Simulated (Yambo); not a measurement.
Yambo run on BaSnO₃ (cubic perovskite, space group Pm-3m, No. 221). The wavefunctions are norm-conserving PBE (stringent potentials; Quantum ESPRESSO, 102 Ry, without SOC) ones on a 4×4×4 mesh (25 occupied bands); a = 4.120 Å, b = 4.120 Å, c = 4.120 Å, α = 90.00°, β = 90.00°, γ = 90.00°.

Yambo input:

```
rim_cut
gw0
dyson
el_el_corr
HF_and_locXC
cohsex
em1s
RandQpts= 1000000
RandGvec= 1 Ry
EXXRLvcs= 102 Ry
VXCRLvcs= 408 Ry
Chimod= "HARTREE"
% BndsRnXs
 5 | 317 |
%
NGsBlkXs= 15 Ry
% LongDrXs
 1.0 | 1.0 | 1.0 |
%
ExtendOut
% QPkrange
 1 | 1 | 25 | 26 |
 10 | 10 | 25 | 25 |
%
```

k points by index: 1 = Γ, 10 = R.

The o-*.qp file then holds:

```
#    K-point    Band    Eo [eV]    E [eV]    E-Eo [eV]    Vxc [eV]    Vnlxc [eV]    Sc|Eo [eV]    Re(Z)    Im(Z)
#
    1    25    -0.473620    -4.290424    -3.816804    -19.57820    -24.79847    1.403470    1.000000    0.000000
    1    26    0.963502    -0.099435    -1.062937    -16.55988    -12.55668    -5.066132    1.000000    0.000000
    10    25    0.000000    -3.808584    -3.808584    -19.87713    -25.36469    1.678975    1.000000    0.000000
```
(The two width columns are left out.) Convergence of these settings isn't established.

Geometry relaxed with PBEsol.
